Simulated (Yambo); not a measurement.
Yambo run on CsBr (CsCl type, space group Pm-3m, No. 221). The wavefunctions are PBEsol (Quantum ESPRESSO, PseudoDojo norm-conserving, 50 Ry, with spin-orbit coupling) ones on a 4×4×4 mesh (16 occupied bands); a = b = c = 4.239 Å, α = β = γ = 90.00°.

Yambo input:

```
rim_cut
gw0
dyson
el_el_corr
HF_and_locXC
ppa
em1d
RandQpts= 1000000
RandGvec= 1 Ry
EXXRLvcs= 50 Ry
VXCRLvcs= 200 Ry
Chimod= "HARTREE"
% BndsRnXp
 1 | 220 |
%
NGsBlkXp= 7 Ry
% LongDrXp
 1.0 | 1.0 | 1.0 |
%
PPAPntXp= 40 eV
% GbndRnge
 1 | 220 |
%
GTermKind= "BG"
DysSolver= "n"
ExtendOut
% QPkrange
 1 | 1 | 16 | 17 |
%
```

k points by index: 1 = Γ.

Table of the .qp output:

```
#    K-point    Band    Eo [eV]    E [eV]    E-Eo [eV]    Vxc [eV]    Vnlxc [eV]    Sc|Eo [eV]    Sc|E [eV]    dSc/dw|Eo [eV]    Re(Z)    Im(Z)
#
    1    16    0.000000    -1.594959    -1.594959    -12.68630    -16.35533    1.734251    2.074077    -5.797362    0.824367    -0.001180
    1    17    4.268255    4.928290    0.660035    -7.703882    -3.613200    -3.326191    -3.430648    -4.305890    0.863379    -0.921111E-3
```
(The two width columns are left out.) Convergence of these settings isn't established.

Geometry relaxed with PBEsol.
